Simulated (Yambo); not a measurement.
Yambo run on BaTiO3 (space group Amm2, No. 38). The wavefunctions are PBEsol (pw.x of Quantum ESPRESSO, ONCV potentials, without SOC) ones on a 4×4×4 mesh (20 occupied bands); a = 3.983 Å, b = c = 4.057 Å, α = 89.75°, β = γ = 90.00°.

Yambo input:

```
rim_cut
gw0
dyson
el_el_corr
HF_and_locXC
cohsex
em1s
RandQpts= 1000000
RandGvec= 1 Ry
EXXRLvcs= 84 Ry
VXCRLvcs= 336 Ry
Chimod= "HARTREE"
% BndsRnXs
 2 | 128 |
%
NGsBlkXs= 8 Ry
% LongDrXs
 1.0 | 1.0 | 1.0 |
%
ExtendOut
% QPkrange
 1 | 1 | 20 | 21 |
 21 | 21 | 20 | 20 |
%
```

k points by index: 1 = Γ, 21 = (-0.5, -0.5, -0.5).

The o-*.qp file then holds:

```
#    K-point    Band    Eo [eV]    E [eV]    E-Eo [eV]    Vxc [eV]    Vnlxc [eV]    Sc|Eo [eV]    Re(Z)    Im(Z)
#
    1    20    -0.390276    -2.715031    -2.324755    -19.94681    -24.67111    2.399548    1.000000    0.000000
    1    21    2.170151    2.088748    -0.081403    -18.75569    -11.63655    -7.200542    1.000000    0.000000
    21    20    0.000000    -2.275996    -2.275996    -19.68891    -24.76812    2.803217    1.000000    0.000000
```
(The two width columns are left out.) Convergence of these settings isn't established.

Geometry of the Materials Project entry, not relaxed at this level.

This is not the ordinary phase of the substance.
